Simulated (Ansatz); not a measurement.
**Relaxation of ZnAg**

Level of theory: DFT PBEsol, scalar-relativistic, plane waves, PAW (Ansatz). Settings: 420 eV cutoff, 16×16×10 k-mesh, Gaussian smearing of 0.10 eV, no spin polarisation.

What was changed: relaxed at 5 GPa.

Other phases may be more stable at this pressure.

Input:

```yaml
crystal:
  lattice:
    - [2.0955618672, -2.0955057985, 0.0]
    - [2.0955618672, 2.0955057985, 0.0]
    - [0.0, 0.0, 3.3165694918]
  atoms:
    - { symbol: Zn, position: [0.5, 0.5, 0.5] }
    - { symbol: Ag, position: [0.0, 0.0, 0.0] }
basis:
  ecutwfc: 420
kpoints:
  mp_grid: { grid: [16, 16, 10] }
hamiltonian:
  xc: pbesol
scf:
  occupations: { method: gaussian, width: 0.1 }
output:
  forces: true
  stress: true
  eigenvalues: true
relax:
  adjacent_minimum: "off"
  f_tol: 0.008
  max_steps: 50
  cell: { stress_tol: 0.08, p_target: 5.0 }
```

F is the free energy. Steps run on the plane waves of an earlier cell, but the last one, and at times one on the way, on a freshly chosen basis, so a repeated geometry can differ a little in energy. The relaxation lowers the enthalpy F + PV at the target pressure, so F itself can rise.

Steps:

| step | F − F(1) (eV) | largest force component (eV/Å) | V (Å³/atom) | P (GPa) |
| --- | --- | --- | --- | --- |
| 1 | 0.0000 | 0.000 | 14.564 | 5.18 |
| 2 | -0.0014 | 0.000 | 14.587 | 4.96 |
| 3 | -0.0013 | 0.000 | 14.584 | 4.98 |
| 4 | -0.0013 | 0.000 | 14.584 | 4.98 |

Relaxed structure:

```xyz
2
Lattice="2.0977 -2.0976 0.0000 2.0977 2.0976 0.0000 0.0000 0.0000 3.3145" Properties=species:S:1:pos:R:3 pbc="T T T"
Zn    2.0977    0.0000    1.6573
Ag    0.0000    0.0000    0.0000
```

It takes space group P4/mmm (No. 123, tetragonal). The conventional cell has a = 2.967 Å, b = 2.967 Å, c = 3.315 Å, α = 90.00°, β = 90.00°, γ = 90.00°. Zn (site symmetry 4/mmm) has 8 Ag at 2.67 Å and 4 Zn at 2.97 Å as nearest neighbours. Ag (site symmetry 4/mmm) is surrounded by 8 Zn at 2.67 Å and 4 Ag at 2.97 Å.

The run converged. The run took roughly 40 core-seconds.